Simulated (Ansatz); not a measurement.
SrSi$_{2}$Pd$_{2}$:
```cif
data_Pd4Si4Sr2
_chemical_formula_sum 'Si4 Sr2 Pd4'
_space_group_name_H-M_alt 'I4/mmm'
_space_group_IT_number 139
_space_group_name_Hall '-I 4 2'
_cell_length_a 4.30604
_cell_length_b 4.30604
_cell_length_c 9.98096
_cell_angle_alpha 90.000
_cell_angle_beta 90.000
_cell_angle_gamma 90.000
loop_
_atom_site_label
_atom_site_type_symbol
_atom_site_symmetry_multiplicity
_atom_site_Wyckoff_symbol
_atom_site_fract_x
_atom_site_fract_y
_atom_site_fract_z
_atom_site_occupancy
Si1 Si 4 e 0.00000 0.00000 0.37326 1
Sr1 Sr 2 a 0.00000 0.00000 0.00000 1
Pd1 Pd 4 d 0.00000 0.50000 0.25000 1
```
(The calculation used a cell of 5 atoms; values per cell refer to that cell.)

Relaxed with r²SCAN.

### Question
Tabulate the valence density and the electron localisation function along the shortest Si–Si contact (2.53 Å), r²SCAN in the plane-wave PAW code Ansatz.

### Answer


```csv
distance from Si (Å),density (e/Å³),ELF
0.25,0.10,0.35
0.38,0.18,0.29
0.51,0.29,0.41
0.63,0.38,0.60
0.76,0.44,0.75
0.89,0.45,0.82
1.01,0.44,0.84
1.14,0.42,0.84
1.26,0.41,0.84
1.39,0.42,0.84
1.52,0.44,0.84
1.64,0.45,0.82
1.77,0.44,0.75
1.90,0.38,0.60
2.02,0.29,0.41
2.15,0.18,0.29
2.28,0.10,0.35
```

The density is the valence pseudo-density with augmentation charge, so density and ELF within about 1 Å of a nucleus are not all-electron values.

The workflow started from an entry of the Crystallography Open Database (COD). Whether it is the stable phase at ambient conditions was not checked. Symmetry was held in the r²SCAN relaxation; whether a distortion lowers the energy is not shown. No spin polarisation was allowed.

Potentials: the later of the program's two PAW sets.
